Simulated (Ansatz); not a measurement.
CsPbCl3:
```
CELL_PARAMETERS angstrom
      5.51682     0.00000     0.00000
      0.00000     5.51682     0.00000
      0.00000     0.00000     5.51682
ATOMIC_POSITIONS crystal
  Cs 0.00000 0.00000 0.00000
  Pb 0.50000 0.50000 0.50000
  Cl 0.00000 0.50000 0.50000
  Cl 0.50000 0.50000 0.00000
  Cl 0.50000 0.00000 0.50000
```

Relaxed with LDA. Special points in fractions of this cell's reciprocal vectors: Γ (0.000, 0.000, 0.000); X (0.000, 0.500, 0.000); M (0.500, 0.500, 0.000); R (0.500, 0.500, 0.500).

Q: List the band energies nearest the valence-band maximum at these points for LDA (plane waves, PAW; program Ansatz).

A: In eV from the valence-band maximum; about four levels below and three above (degenerate sets whole), none deeper than 8.9 eV; points with the same levels are listed once.

```tsv
k	below	above
Γ	-2.98 -2.98 -2.98 -2.84 -2.84 -2.84	2.73 3.68 3.68
X	-3.08 -3.08 -2.99 -2.99 -1.85	2.78 4.17 4.71
M	-3.20 -3.20 -3.04 -2.51 -0.90	2.20 2.20 4.65
R	-2.50 -2.50 -2.50 0.00	1.52 1.52 1.52
```

Space group Pm-3m (cubic perovskite). This is a known high-temperature phase of the composition, computed here at zero pressure and temperature. Symmetry was held in the LDA relaxation. At this level the phase is dynamically unstable (imaginary phonons). Spin–orbit coupling is left out wherever it is not named.

Potentials: the later of the program's two PAW sets.
